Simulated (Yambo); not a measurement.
G0W0@LDA for MoF6 (space group Im-3m, No. 229) in Yambo. Reference settings: 2×2×2 Γ-centred k mesh, bands 2 to 187 and a 7 Ry block in the screening, 187 bands in G with the Bruneval-Gonze terminator, plasmon pole fitted at 27.2 eV. The LDA gap Γ → N on this mesh is 4.29 eV; G0W0 gaps are taken between the same points.

Gap (Γ → N) in eV against the number of bands and the screening block, terminator on:

```
bands (W and G)   2 Ry   3 Ry   4 Ry   6 Ry   7 Ry
---------------  -----  -----  -----  -----  -----
51               9.847  9.507  9.288  9.168  9.102
75               9.692  9.302  9.052  8.921  8.859
107              9.666  9.200  8.956  8.847  8.778
147              9.622  9.198  8.899  8.761  8.696
187              9.644  9.137  8.870  8.713  8.663
```

Rough cost of the Yambo step against the reference (shared machines):

| bands (W and G) | 2 Ry | 3 Ry | 4 Ry | 6 Ry | 7 Ry |
|---|---|---|---|---|---|
| 51 | 1/3 | 1/3 | 1/4 | 1/3 | 1/3 |
| 75 | 1/3 | 1/2 | 1/3 | 1/3 | ~1 |
| 107 | ~1 | ~1 | ~1 | ~1 | ~1 |
| 147 | ~1 | ~1 | ~1 | ~1 | ~1 |
| 187 | ~1 | ~1 | ~1 | ~1 | 1 |

At the largest block the last step in bands moves the gap by -0.033 eV; at the most bands the last step in the block moves it by -0.050 eV.

Spin-orbit splittings are left out.

Geometry of the Materials Project entry, not relaxed at this level; primitive cell a = b = c = 5.486 Å, α = β = γ = 109.47°.

The structure is a Materials Project entry; no match was found in the copy of COD used, and its stability was not checked.
